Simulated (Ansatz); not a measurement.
Ge:
Space group P6/mmm (No. 191); a = b = 2.8317 Å, c = 2.6474 Å, α = β = 90.00°, γ = 120.00°

```csv
atom,site,symmetry,x,y,z
Ge,1b,6/mmm,0.0000,0.0000,0.5000
```

Relaxed with PBEsol.

Question: Which orbitals make up the states near the Fermi level in plane-wave PAW PBEsol (Ansatz code)?

Answer: Within 0.5 eV of the Fermi level: Ge 4p 80 %, Ge 4s 18 %. Projections are on Löwdin-orthogonalised atomic valence shells; empty p or d shells of many metals are not among them.

Question: Tabulate the density of states.

Answer: States/eV per cell of 1 atom, in 0.25 eV bins, energy from the Fermi level.

```tsv
E (eV)	total	Ge 4p	Ge 4s
-7.85	0.36	0.11	0.25
-7.60	0.33	0.10	0.23
-7.35	0.32	0.10	0.22
-7.10	0.29	0.09	0.20
-6.85	0.25	0.08	0.16
-6.60	0.22	0.08	0.14
-6.35	0.20	0.07	0.13
-6.10	0.18	0.07	0.12
-5.85	0.18	0.08	0.11
-5.60	0.22	0.12	0.10
-5.35	0.25	0.16	0.09
-5.10	0.27	0.18	0.09
-4.85	0.29	0.20	0.09
-4.60	0.31	0.23	0.09
-4.35	0.33	0.25	0.09
-4.10	0.36	0.27	0.09
-3.85	0.38	0.30	0.08
-3.60	0.37	0.29	0.07
-3.35	0.37	0.30	0.07
-3.10	0.38	0.31	0.06
-2.85	0.40	0.33	0.06
-2.60	0.42	0.36	0.06
-2.35	0.47	0.41	0.06
-2.10	0.51	0.45	0.06
-1.85	0.50	0.44	0.06
-1.60	0.50	0.44	0.06
-1.35	0.49	0.43	0.06
-1.10	0.47	0.40	0.06
-0.85	0.40	0.33	0.06
-0.60	0.39	0.32	0.06
-0.35	0.41	0.33	0.07
-0.10	0.40	0.32	0.07
0.15	0.40	0.32	0.07
0.40	0.43	0.34	0.08
0.65	0.42	0.33	0.08
0.90	0.43	0.33	0.08
1.15	0.43	0.33	0.08
1.40	0.43	0.33	0.08
1.65	0.42	0.33	0.08
1.90	0.43	0.33	0.07
2.15	0.43	0.34	0.07
2.40	0.43	0.34	0.07
2.65	0.44	0.34	0.07
2.90	0.44	0.35	0.07
3.15	0.43	0.34	0.06
3.40	0.45	0.36	0.06
3.65	0.50	0.37	0.06
3.90	0.53	0.38	0.06
4.15	0.55	0.40	0.05
4.40	0.57	0.41	0.05
4.65	0.58	0.40	0.05
4.90	0.58	0.38	0.05
```

The first step of the workflow began from a Materials Project structure, measured or hypothetical; the Crystallography Open Database copy checked does not list it. It is not the phase usual at ambient conditions (space group No. 227). The cell was relaxed with PBEsol under the symmetry of its start; its stability against distortions is not shown here. Spin–orbit coupling is left out wherever it is not named.

Potentials: the later of the program's two PAW sets.
